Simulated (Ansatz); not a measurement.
# Contact densities of NbRu$_{3}$ against volume

```
Nb Ru
1.0
     3.88000    0.00000    0.00000
     0.00000    3.88000    0.00000
     0.00000    0.00000    3.88000
Nb Ru
1 3
Direct
  0.00000 0.00000 0.00000
  0.00000 0.50000 0.50000
  0.50000 0.00000 0.50000
  0.50000 0.50000 0.00000
```

Atoms are numbered in the order listed.

The conventional cell has a = 3.880 Å, b = 3.880 Å, c = 3.880 Å, α = 90.00°, β = 90.00°, γ = 90.00°. Nb (atom 1) is surrounded by 12 Ru at 2.74 Å. Ru (atom 2) has 4 Nb at 2.74 Å and 8 Ru at 2.74 Å as nearest neighbours.

The cell comes from COD entry 2310239, which wasn't checked; take it as a given geometry.

Spin polarisation is left out, and whether a magnetic state lies lower isn't shown here.

All numbers below come from Ansatz 0.2.0, DFT, LDA, all-electron PAW with datasets made for the crystal, scalar-relativistic.

Numerical set-up: a Γ-centred 9×9×9 k mesh, Fermi–Dirac smearing of 0.05 eV, cutoff 260 eV (chosen by the program for this cell), no spin polarisation.

The contact density is the mean electron density over the nuclear volume; its changes set Mössbauer isomer shifts. Changes below are taken from the unscaled cell, where it is 538642 e/Å³ at Nb1, 716509 e/Å³ at Ru2.

Volumes at which the program chose other datasets or cutoffs are left out.

The datasets are made afresh for each cell, so very small changes are uncertain.

Q: Does compression raise or lower the contact density at Ru2?

A: It raises it, by 6.30 e/Å³ over the whole range.

Q: Tabulate the changes with volume.

A: 
```tsv
V/V(cell)	P (GPa)	Δρ(0) Nb1 (e/Å³)	Δρ(0) Ru2 (e/Å³)
0.9800	-5.9	0.71	1.63
0.9900	-8.7	0.36	0.81
1.0000	-11.4	0.00	0.00
1.0100	-13.9	-0.35	-0.80
1.0200	-16.3	-0.70	-1.59
1.0400	-20.6	-1.39	-3.15
1.0600	-24.4	-2.06	-4.67
```
